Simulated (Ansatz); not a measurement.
# Relaxing a structure of Y₂Si

The relaxed structure here is a generated cell of Y2Si: the first start was made by placing the elements on the sites of a structure type, and the end was not matched to a known phase here, so it may be hypothetical.

The start is a generated cell, Y2Si built in the AFLOW prototype AB2_cP12_205_a_c (C2, as in FeS2). The cell and all atomic positions are relaxed at zero pressure with r2SCAN (plane waves to 500 eV, PAW, scalar-relativistic; Ansatz, an electronic-structure program). The first steps use a coarse 3×3×3 k-mesh.

Starting cell:
```
CELL_PARAMETERS angstrom
      6.71085     0.00000     0.00000
      0.00000     6.71085     0.00000
      0.00000     0.00000     6.71085
ATOMIC_POSITIONS crystal
  Si 0.00000 0.00000 0.00000
  Si 0.50000 0.50000 0.00000
  Si 0.00000 0.50000 0.50000
  Si 0.50000 0.00000 0.50000
  Y  0.38510 0.38510 0.38510
  Y  0.88510 0.11490 0.61490
  Y  0.61490 0.88510 0.11490
  Y  0.11490 0.61490 0.88510
  Y  0.61490 0.61490 0.61490
  Y  0.11490 0.88510 0.38510
  Y  0.38510 0.11490 0.88510
  Y  0.88510 0.38510 0.11490
```

```json
{
 "energy_released": "0.33 eV/atom",
 "volume_change": "+12.0 %, from 25.19 to 28.22 Å³/atom",
 "band_gap_at_the_end": "no gap (metallic)",
 "optimiser_moves": "9"
}
```

Final values are on a 6×6×6 k-mesh of the relaxed cell. The start holds a very short contact (Y–Y 2.67 Å). No spin polarisation in the result.

The run could not lose the symmetry of its start: the end is stationary, and may be a saddle point rather than a minimum.
